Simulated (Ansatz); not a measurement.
# Profile along the O–Mg line in MgO (rock salt)

MgO (rock salt), conventional cell a = b = c = 4.214 Å, α = β = γ = 90.00°. The calculation uses the primitive cell of 2 atoms, to which meshes and values per cell refer.

Fields along a shortest O–Mg line of a {100} plane (2.11 Å), from O to Mg, interpolated on the slice's grid (step about 0.1 Å). Computed with PBEsol (plane waves to 420 eV, PAW, scalar-relativistic; Ansatz, a first-principles code). k mesh 13×13×13. Inside the PAW spheres the values are not all-electron values, and peaks at nuclei hang on which shells count as valence. MgO was relaxed with its symmetry unable to fall.

| distance from O (Å) | valence electron density (e/Å³) | electron localisation function | density of the highest valence band (e/Å³) | density of the lowest conduction band (e/Å³) |
|---|---|---|---|---|
| 0.00 | 7.61 | x | 0.001 | 0.708 |
| 0.21 | 6.73 | x | 0.366 | 0.632 |
| 0.42 | 4.14 | 0.75 | 0.636 | 0.373 |
| 0.63 | 1.71 | 0.83 | 0.417 | 0.113 |
| 0.84 | 0.70 | 0.77 | 0.187 | 0.020 |
| 1.05 | 0.34 | 0.32 | 0.085 | 0.025 |
| 1.27 | 0.27 | 0.06 | 0.040 | 0.037 |
| 1.48 | 1.24 | 0.27 | 0.017 | 0.030 |
| 1.69 | 8.09 | 0.42 | 0.006 | 0.013 |
| 1.90 | 22.73 | x | 0.001 | 0.004 |
| 2.11 | 31.40 | x | 0.000 | 0.001 |

x: too close to a nucleus for the ELF to mean much. Band densities are of whole bands, smooth part only.

Density on the O–Mg line (2.11 Å) at its density minimum, 1.2 Å from O: 0.26 e/Å³. ELF at that point: 0.07. Character of the O–Mg contact (rough rule: ELF there above 0.7 covalent, below 0.2 ionic, polar between): closed-shell (ionic).
